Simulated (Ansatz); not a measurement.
A (100) slab of Tl (P6_3/mmc (No. 194)), 8 planes, outer planes Tl (top) and Tl (bottom), with 8 atoms (Tl8) in a surface cell of A = 18.805 Å², as cut from the bulk:

```
Tl
1.0
     3.52612    0.00000    0.00000
     0.00000    5.33295    0.00000
     0.00000    0.00000   25.17904
Tl
8
Direct
  0.00000 0.75000 0.29787
  0.50000 0.25000 0.33829
  0.50000 0.75000 0.41915
  0.00000 0.25000 0.45957
  0.00000 0.75000 0.54043
  0.50000 0.25000 0.58085
  0.50000 0.75000 0.66171
  0.00000 0.25000 0.70213
```

Method: Ansatz 0.2.0, DFT PBEsol, scalar-relativistic, plane waves, PAW. Cutoff 420 eV; k points 10×7×1 on the computed 8-atom cell (Γ-centred); Gaussian smearing, width 0.10 eV; no spin polarisation. The cell repeats along c with a dipole correction in the vacuum.

Against the same 8 atoms in the bulk, the slab as cut lies 0.831 eV higher and the relaxed slab 0.790 eV higher.

Q: Work out the surface energy before and after relaxation.

A: The slab has two faces, so γ = (E_slab − N·E_bulk)/(2A), the mean of both. As cut: 0.831/(2 × 18.805) = 0.0221 eV/Å², and 1 eV/Å² = 16.02 J/m², so γ = 0.35 J/m². Relaxed: 0.790/(2 × 18.805) = 0.0210 eV/Å² = 0.34 J/m². Relaxation recovers 5 % of the cost of cutting.

Q: What is the ideal work of this cut, per area?

A: Griffith's ideal work is 2γ: 0.71 J/m² if the new faces stay rigid, 0.67 J/m² if they relax. Other cuts parallel to this plane can cost less. One thickness was run, 8 planes, so γ can still shift with it.